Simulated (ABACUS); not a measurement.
A self-consistent single point of MgCdS₂ (P4/mmm, 4 atoms in the cell; from Materials Project mp-1222003, changed as shown).

```
MgCdS2
1.0
    3.80768     0.00000     0.00000
    0.00000     3.80768     0.00000
    0.00000     0.00000     5.27799
Mg Cd S
1 1 2
Direct
  0.50000   0.50000   0.50000
  0.00000   0.00000   0.00000
  0.00000   0.00000   0.50000
  0.50000   0.50000   0.00000
```

All values come from this method and carry its errors: LDA (PW92), PseudoDojo 0.4 standard norm-conserving LDA (tails mended) pseudopotentials (plane waves; ABACUS).

ABACUS settings:

- KPT: Gamma 6 6 4 0 0 0
- basis_type: pw
- dft_functional: PWLDA
- ecutwfc: 102 Ry
- smearing_method: fd
- smearing_sigma: 0.00146997 Ry
- potentials: PseudoDojo 0.4 standard norm-conserving LDA (tails mended)
- symmetry: 1
- symmetry_prec: 1e-05
- ks_solver: dav
- scf_nmax: 100
- scf_thr: 1.0e-09 Ry
- mixing_type: broyden
- mixing_beta: 0.7

Results:

```
Item                                                      Value
------------------------------------------------  -------------
Number of valence electrons                                  42
Number of bands                                              31
Number of k-points after the program's reduction             30
Number of plane waves (most at a k-point)                  9024
Number of SCF iterations                                      8
FFT grid                                           48 × 48 × 72
Free energy E − TS                                -6988.6549 eV
Fermi level (on the code's own zero)                    8.39 eV
Pressure                                              -4.05 GPa
```

Stress (GPa, positive for compression):
```
-4.56   0.00   0.00
 0.00  -4.56   0.00
 0.00   0.00  -3.03
```

For comparison: a first run was changed to give this one (lattice vector c scaled by 0.98), and from it to this one the free energy goes down by 10.4 meV/atom and the pressure goes from -5.45 to -4.05 GPa.

The structure comes from a collection of computed structures, made at another level of theory; the collection holds predicted forms beside known ones. No clean gap shows at this smearing width and mesh (spacing up to 0.30 Å⁻¹); the mesh is coarse for partly filled bands, so the values carry mesh errors. Semi-local functionals can close small gaps.

Cost on one core: roughly 2.4 core-minutes.

“Tails mended”: in these copies of the files the far tail of each local potential was reset to the Coulomb form.
